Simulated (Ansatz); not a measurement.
Mechanical response of BN (P6_3/mmc)

```
B N
1.0
     2.48894    0.00000    0.00000
    -1.24447    2.15549    0.00000
     0.00000    0.00000    6.49449
B N
2 2
Direct
  0.33333 0.66667 0.25000
  0.66667 0.33333 0.75000
  0.33333 0.66667 0.75000
  0.66667 0.33333 0.25000
```

Unless marked otherwise, the numbers come from LDA, all-electron LAPW in Ansatz 0.2.0, scalar-relativistic. k mesh 10×10×4, fixed occupations, basis error target 1 meV/atom. The cell was relaxed by PAW under this functional.

The cell is hexagonal and carries a residual pressure of 0.13 GPa at this level. Each strain component that symmetry leaves independent is applied at ±0.008, the ions relax wherever a strain frees them, and the stress (tension positive, GPa) is read. Shears are engineering strains, γ = 2ε.

```tsv
strain	size	σxx	σyy	σzz	σyz	σxz	σxy
xx	-0.008	-7.7105	-2.0119	-0.0065	0.0000	0.0000	0.0000
xx	+0.008	6.9962	1.5064	0.0286	0.0000	0.0000	0.0000
zz	-0.008	-0.2238	-0.2238	-0.2316	0.0000	0.0000	0.0000
zz	+0.008	-0.1852	-0.1852	0.2263	0.0000	0.0000	0.0000
yz	-0.008	-0.2022	-0.1948	0.0078	-0.0454	0.0000	0.0000
yz	+0.008	-0.2022	-0.1948	0.0078	0.0454	0.0000	0.0000
```

A central difference gives one constant, for example C11 ≈ (6.9962 − (-7.7105))/(0.016) = 919.2 GPa; the program then imposes the crystal's symmetry on the whole matrix.

**Question.** What are the independent elastic constants?

**Answer.** C11 = 919.2, C12 = 219.9, C13 = 2.3, C33 = 28.6, C44 = 5.7 GPa.

**Question.** Is the crystal stable against homogeneous strain?

**Answer.** The least eigenvalue of the 6×6 matrix is 5.7 GPa, so yes.

**Question.** What moduli does a random aggregate of grains have?

**Answer.** Voigt and Reuss bounds: B from 27.5 to 257.3 and G from 12.3 to 181.7 GPa; their means are B = 142.4 and G = 97.0 GPa. Then E = 9BG/(3B + G) = 237.2 GPa, ν = (3B − 2G)/(6B + 2G) = 0.222 and B/G = 1.47, on the brittle side of Pugh's 1.75 (a rule of thumb, made for metals; it doesn't predict ductility here).

**Question.** With the density of 2.366 g/cm³, how fast does sound travel, and what Debye temperature follows?

**Answer.** 

```csv
direction,slow (m/s),middle (m/s),fast (m/s)
x,1549,12158,19712
y,1549,12158,19712
z,1549,1549,3478
```

The mean of v⁻³ over directions and branches gives v_m = 2877 m/s and θ_D = (ħ/k_B) v_m (6π²n)^(1/3) = 416 K, n being atoms per volume. Young's modulus spans 18 to 866 GPa over directions, and the universal anisotropy index is 77.01.

**Question.** How far do the constants move if PAW replaces LAPW in the same cell?

**Answer.** 

```csv
constant,LAPW (GPa),PAW (GPa),difference
C11,919.2,917.3,-1.9
C12,219.9,219.2,-0.7
C13,2.3,2.4,0.1
C33,28.6,27.9,-0.7
C44,5.7,5.3,-0.4
```

Known limits: no dispersion correction, so the spacing and stiffness between layers or molecules are poor; the frozen-core PAW files of the compared runs were fitted under PBE, their cores solved anew for this functional.
